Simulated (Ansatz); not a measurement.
What DFT gives for Be2CuGe2

```xyz
10
Lattice="3.7381 0.0000 0.0000 0.0000 3.7381 0.0000 0.0000 0.0000 9.2244" Properties=species:S:1:pos:R:3 pbc="T T T"
Ge    0.9345    0.9345    3.3946
Ge    2.8036    2.8036    5.8298
Cu    0.9345    0.9345    6.9091
Cu    2.8036    2.8036    2.3153
Be    0.9345    0.9345    0.9962
Be    2.8036    2.8036    8.2282
Ge    2.8036    0.9345    0.0000
Ge    0.9345    2.8036    0.0000
Be    2.8036    0.9345    4.6122
Be    0.9345    2.8036    4.6122
```

Level: PBE, no spin polarisation; 420 eV; 9×9×4 Γ-centred mesh; fermi-dirac occupations (width 0.1 eV); Ansatz 0.2.0, fixed geometry.

- Charges: Bader charges in e: Be +1.39, Cu +0.27, Ge -1.85 to -1.20. In the mean Be gives up most and Ge takes most.
- Forces: The largest is on Be5 (and as large on other atoms): 4.37 eV/Å, components (0.00, 0.00, 4.37). It makes 118° with the line to a nearest neighbour, Ge7 at 2.12 Å.
- Electronic structure: It is a metal, with about 4.1 states/eV a cell as the mean within 0.25 eV of the Fermi level, mostly Ge p (58 %) and Cu d (12 %).
- Stress: The pressure is 15.4 GPa (compression positive), so with the atoms held at these fractions the cell would first expand; the forces are large, so a full relaxation may end otherwise.

Origin: a known structure type with other elements, at an estimated volume, so it need not be a known compound. Caveats: atoms or cell far from equilibrium.
